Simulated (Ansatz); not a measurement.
This cell of AlNi (CsCl type) is off equilibrium:

```
AlNi
1.0
    2.86315     0.00000     0.00000
    0.00000     2.86315     0.00000
    0.00000     0.00000     2.86315
Al Ni
1 1
Direct
  0.00000   0.00000   0.00000
  0.48992   0.48992   0.48992
```

The numbers are results of r2SCAN (plane waves to 500 eV, PAW, scalar-relativistic; Ansatz, an electronic-structure program), not measurements. k mesh 13×13×13 (Γ-centred), Fermi-Dirac smearing 0.05 eV. E stands for the smeared free energy. Stress and pressure are positive under compression. With partly filled bands, energies and forces of such displacements shift with the k mesh and the smearing. AlNi is run without spin polarisation. AlNi was relaxed with its symmetry unable to fall.

Predict the force on every atom, in eV/Å.


| atom | Fx | Fy | Fz |
|---|---|---|---|
| Al1 | -0.188 | -0.188 | -0.188 |
| Ni2 | 0.188 | 0.188 | 0.188 |

In it atom 2 sits (-0.029, -0.029, -0.029) Å away from its relaxed site. What is its energy relative to the relaxed cell?

8 meV/cell.

(A displaced cell: forces are minus the slopes of the energy, force constants its curvatures, and phonons follow from these.)
